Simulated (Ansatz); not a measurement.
WO₃:
Space group Pm-3m (No. 221); a = b = c = 3.800 Å, α = β = γ = 90.00°

```
atom  site  symmetry       x       y       z
----  ----  --------  ------  ------  ------
W       1a      m-3m  0.0000  0.0000  0.0000
O       3d    4/mm.m  0.0000  0.0000  0.5000
```

Relaxed with PBEsol.

Task: Give the optical modes at the zone centre with their infrared activity from DFPT, plane-wave PAW PBEsol (Ansatz code).

Result: Transverse frequencies, without the LO–TO term; a row sums one degenerate level.

| ω (cm⁻¹) | degeneracy | IR ((D/Å)²/amu) | activity | symmetry |
|---|---|---|---|---|
| 289i | 3 | 348.62 | IR | T1u |
| 221 | 3 | 0.00 | IR-inactive | T2u |
| 570 | 3 | 152.15 | IR | T1u |

Task: How high does the top mode go among those that the LO–TO term moves?

Result: 897 cm⁻¹ for q along x.

The workflow started from a Materials Project entry (that database holds measured and hypothetical structures alike); the Crystallography Open Database copy checked does not list it. COD files the formula under space group No. 2, 14, 62, 129, 130, 191. Whether it is the stable phase at ambient conditions was not checked. The PBEsol relaxation kept the symmetry of its start. At this level the phase is dynamically unstable (imaginary phonons). No spin polarisation was allowed. No Hubbard U is applied. Scalar-relativistic: spin–orbit coupling is off unless named, which matters more the heavier the elements.

Potentials: the earlier of the program's two PAW sets. The files were generated under PBE; for other functionals the program regenerates the frozen cores, and for LDA and PBEsol the local potential too.
